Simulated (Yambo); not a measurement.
Yambo run on a free-standing BN bilayer (symmetry P-3m1, slab cell 16.9 Å high). The wavefunctions are PBE (pw.x of Quantum ESPRESSO, ONCV potentials, without SOC) ones on a 12×12×1 mesh (8 occupied bands); a = b = 2.5067 Å, c = 16.9000 Å, α = β = 90.00°, γ = 120.00°.

Yambo input:

```
rim_cut
gw0
dyson
el_el_corr
HF_and_locXC
ppa
em1d
rim_w
RandQpts= 1000000
RandGvec= 2 Ry
CUTGeo= "slab z"
EXXRLvcs= 84 Ry
VXCRLvcs= 336 Ry
Chimod= "HARTREE"
% BndsRnXp
 1 | 60 |
%
NGsBlkXp= 6 Ry
% LongDrXp
 1.0 | 1.0 | 0.0 |
%
RandGvecW= 1000 mRy
PPAPntXp= 27.2114 eV
% GbndRnge
 1 | 60 |
%
GTermKind= "none"
DysSolver= "n"
ExtendOut
% QPkrange
 7 | 7 | 9 | 9 |
 19 | 19 | 8 | 9 |
%
```

k points by index: 7 = M, 19 = K.

The o-*.qp file then holds:

```
#    K-point    Band    Eo [eV]    E [eV]    E-Eo [eV]    Vxc [eV]    Vnlxc [eV]    Sc|Eo [eV]    Sc|E [eV]    dSc/dw|Eo [eV]    Re(Z)    Im(Z)
#
    7    9    4.537689    6.028442    1.490753    -10.47725    -5.583765    -3.119357    -3.402731    -5.172150    0.840283    -0.001189
    19    8    0.000000    -0.538207    -0.538207    -16.55768    -19.93158    2.711769    2.835693    -6.264319    0.812868    -0.001289
    19    9    4.748713    6.371536    1.622823    -10.98877    -5.735269    -3.304600    -3.630680    -5.467266    0.832694    -0.001235
```
(The two width columns are left out.) Convergence of these settings isn't established.

Geometry relaxed with PBE+D3(BJ).
